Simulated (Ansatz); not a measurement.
The calculation used DFT PBE, scalar-relativistic, plane waves, PAW in Ansatz 0.2.0. All cells share a 420 eV cutoff and Γ-centred k meshes spaced about 0.3 Å⁻¹ or finer (0.25 for metals, 2π included). No spin polarisation.

Relaxed structures of P₄C, with energies over the first row. Coordination counts P atoms around C (those within 1.25 times the shortest such distance or 1.15 times the sum of covalent radii, 1.27 where that leaves under three).

```tsv
#	form	sites	V (Å³/atom)	coordination	ΔE (meV/atom)
1	I-4	P 8g; C 2a	17.0	C 4	0
2	Immm	P 4i, 4j; C 2a	16.8	C 2	61
```

A further structure, relaxed alike:

Space group C2/m (No. 12). a = 26.175 Å, b = 3.117 Å, c = 5.543 Å, α = 90.00°, β = 97.87°, γ = 90.00°
```csv
atom,site,symmetry,x,y,z
P,4i,m,0.0471,0.0000,0.8026
P,4i,m,0.1231,0.0000,0.0540
P,4i,m,0.1579,0.5000,0.8407
P,4i,m,0.2321,0.5000,0.1045
C,4i,m,0.4805,0.0000,0.0687
```

**Question.** Where does it fall in the ranking, and at what energy?

**Answer.** It is the lowest, 402 meV/atom below row 1, with space group C2/m (No. 12) and 22.4 Å³/atom. Counting P atoms around C, this cell has C 2 and row 1 has C 4. This cell holds P–P chains (shortest 2.22 Å) and C–C pairs (shortest 1.36 Å); row 1 holds P–P nets (shortest 2.28 Å). Around P on its first site lie 2 C at 1.90 Å and 1 P at 2.27 Å; around P on its second site lie 3 P at 2.22–2.27 Å; P on its third site has 3 P at 2.22–2.27 Å; around C lie 1 C at 1.36 Å and 2 P at 1.90 Å; 1 more site not described.

Even the lowest cell shown lies +0.22 eV/atom against the elements' standard structures at this level. No dispersion correction is applied, so the spacing and binding between layers, chains or molecules are poorly described (C2/m), and this can change margins and order among such cells. Trial moments fell under 0.15 μB along the way in Immm; another start might hold them. With atoms moved at random, the further cell came back. Row 1 and row 2 had no clear such test and can be saddle points. Some structure types and database cells were kept out of the candidates from the start, so a known form may be missing.
